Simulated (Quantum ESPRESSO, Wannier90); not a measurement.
# MgSe (zinc blende), plane waves to Wannier functions

```
begin unit_cell_cart
ang
    0.0000000000    2.9689300000    2.9689300000
    2.9689300000    0.0000000000    2.9689300000
    2.9689300000    2.9689300000    0.0000000000
end unit_cell_cart
begin atoms_frac
Mg   0.0000000000  0.0000000000  0.0000000000
Se  -0.2500000000 -0.2500000000 -0.2500000000
end atoms_frac
```

Cell from Materials Project (mp-13031), symmetrised, no further relaxation. Not found in the COD (Crystallography Open Database) copy used, which has the formula in other groups; not checked further. Method: LDA plane waves in Quantum ESPRESSO 7.5 (PseudoDojo norm-conserving files, 69 Ry, no spin polarisation, no spin-orbit coupling), Bloch states on a 10×10×10 mesh through Γ, Wannier90 4.0.1. Density: 10×10×10 mesh, cold smearing 0.01 Ry. Spin-orbit coupling, left out, would split the p-like bands by a few tenths of an eV.

Bands 10-13 form an isolated set from -11.70 to 0.00 eV relative to the valence-band maximum (on the path) and are turned into 4 Wannier functions by minimising the spread from the start: sp3 on Se.

Centres (Cartesian, Å; one of the equivalent choices) and spreads:

```tsv
n	x	y	z	spread (Å²)	nearest atom
1	-1.119	-1.119	-1.119	1.682	Se2
2	-1.119	-1.850	-1.850	1.682	Se2
3	-1.850	-1.119	-1.850	1.682	Se2
4	-1.850	-1.850	-1.119	1.682	Se2
```

Ω_I = 5.90 Å², Ω_total = 6.73 Å²; the interpolated bands follow pw.x to 0.9 meV rms on the path. It is the lowest total spread that any start reached here.
